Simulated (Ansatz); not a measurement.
Li3In2 in space group R-3m (No. 166; Li on 3a, Li on 6c, In on 6c) at seven volumes, plane-wave PAW r²SCAN (Ansatz code), shape and atoms relaxed at each. One row is withheld.

| V (Å³/atom) | P (GPa) |
|---|---|
| 17.241 | 3.88 |
| 17.810 | 2.38 |
| 18.378 | 1.10 |
| 18.947 | 0.00 |
| 19.515 | ? |
| 20.083 | -1.75 |
| 20.652 | -2.44 |

### Question
Fit the shown pressures and predict the withheld one.

### Answer
P = (3/2)B₀(x^(7/2) − x^(5/2))[1 + (3/4)(B′ − 4)(x − 1)] with x = (V₀/V)^(2/3). Least squares on the six rows gives V₀ = 18.947 Å³/atom, B₀ = 33.8 GPa, B′ = 4.13. At V = 19.515, x = 0.9805 and P = -0.94 GPa. The run itself gave -0.94 GPa.

The workflow started from an entry of the Crystallography Open Database (COD). Its standing as an ambient phase is unchecked. Symmetry was held in the r²SCAN relaxation; whether a distortion lowers the energy is not shown.

Potentials: the later of the program's two PAW sets.
